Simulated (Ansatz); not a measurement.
AlGa3N4:
Space group P-43m (No. 215); a = b = c = 4.4676 Å, α = β = γ = 90.00°

```
atom  site  symmetry       x       y       z
----  ----  --------  ------  ------  ------
Al      1a      -43m  0.0000  0.0000  0.0000
Ga      3c     -42.m  0.0000  0.5000  0.5000
N       4e       .3m  0.2450  0.2450  0.2450
```

This is the PBEsol-relaxed structure.

Task: All from PBEsol (plane waves, PAW; program Ansatz), unless another level is named. Predict the HSE06 gap on the PBEsol cell.

Result: 3.62 eV.

Task: Next, the hole effective mass, band 3 of 3 at the edge?

Result: 0.21 along [100], 0.18 along [110], 0.17 along [111] (mₑ).

Task: Next, the band gap?

Result: 2.29 eV (direct).

Task: What about the hole effective mass, band 1 of 3 at the edge?

Result: 1.1 along [100], 19 along [110], 3.0 along [111] (mₑ).

Task: And the valence-band maximum?

Result: at Γ.

The workflow started from a Materials Project entry (that database holds measured and hypothetical structures alike); the Crystallography Open Database copy checked does not list it. With Al and Ga taken as one species the cell has the higher symmetry F-43m, so it may be an ordered model of a mixed-site phase. Its standing as an ambient phase is unchecked. The cell was relaxed with PBEsol under the symmetry of its start; of distortions, only those at the zone centre were tested. Spin–orbit coupling is left out wherever it is not named.

Potentials: the later of the program's two PAW sets.
